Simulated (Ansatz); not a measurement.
GaP:
```cif
data_Ga4P4
_chemical_formula_sum 'Ga4 P4'
_space_group_name_H-M_alt 'P42/mnm'
_space_group_IT_number 136
_space_group_name_Hall '-P 4n 2n'
_cell_length_a 6.65562
_cell_length_b 6.65562
_cell_length_c 3.85899
_cell_angle_alpha 90.000
_cell_angle_beta 90.000
_cell_angle_gamma 90.000
loop_
_atom_site_label
_atom_site_type_symbol
_atom_site_symmetry_multiplicity
_atom_site_Wyckoff_symbol
_atom_site_fract_x
_atom_site_fract_y
_atom_site_fract_z
_atom_site_occupancy
Ga1 Ga 4 g 0.17574 0.17574 0.50000 1
P1 P 4 f 0.31683 0.31683 0.00000 1
```

Relaxed with r²SCAN. 

Problem. HSE06 on this cell (Ansatz, a first-principles code, PAW) gives a gap of 1.86 eV. What does r²SCAN give?

Solution. 1.43 eV.

Cost on shared cores: the r²SCAN run (SCF on a 4×4×7 mesh, then bands and DOS) very roughly 3.0 core-minutes, the HSE06 run (SCF on 3×3×4, then a few points) around 5 core-minutes (rough); the tasks are unlike.

Space group P4_2/mnm. The start of the workflow was typed in or built on a structure type; neither database checked (COD, Materials Project) lists it. It is not the phase usual at ambient conditions (space group No. 216). The cell was relaxed with r²SCAN under the symmetry of its start; its stability against distortions is not shown here. The volume moved by 17 % from the start of the relaxation. Scalar-relativistic: spin–orbit coupling is off unless named, which matters more the heavier the elements.

Potentials: the earlier of the program's two PAW sets. The files were generated under PBE; for other functionals the program regenerates the frozen cores, and for LDA and PBEsol the local potential too.

Ansatz is a plane-wave DFT program.
